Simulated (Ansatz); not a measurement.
Polymorphs of Ge, each relaxed with the program Ansatz at the PBEsol level (PAW):

A: P6_3/mmc
a = 3.998 Å, b = 3.998 Å, c = 6.594 Å, α = 90.00°, β = 90.00°, γ = 120.00°

```csv
atom,site,symmetry,x,y,z
Ge,4f,3m.,0.6667,0.3333,0.0629
```

B: diamond (Fd-3m)
a = 5.675 Å, b = 5.675 Å, c = 5.675 Å, α = 90.00°, β = 90.00°, γ = 90.00°

```
atom  site  symmetry       x       y       z
----  ----  --------  ------  ------  ------
Ge      8b      -43m  0.5000  0.5000  0.5000
```

Q: Order them by energy per atom at 0 K (lowest first) at the level PBEsol.

A: B (+0 meV/atom), A (+16 meV/atom)

Not the usual ambient phase: A. All cells were relaxed under the symmetry of their starts (and spin orders); stability against distortions was not tested throughout. Spin–orbit coupling is left out wherever it is not named.

Energies hold the estimated change up to a 700 eV cutoff; steps of a few meV lie near the error of the meshes.

Potentials: the earlier of the program's two PAW sets. The files were generated under PBE; for other functionals the program regenerates the frozen cores, and for LDA and PBEsol the local potential too.
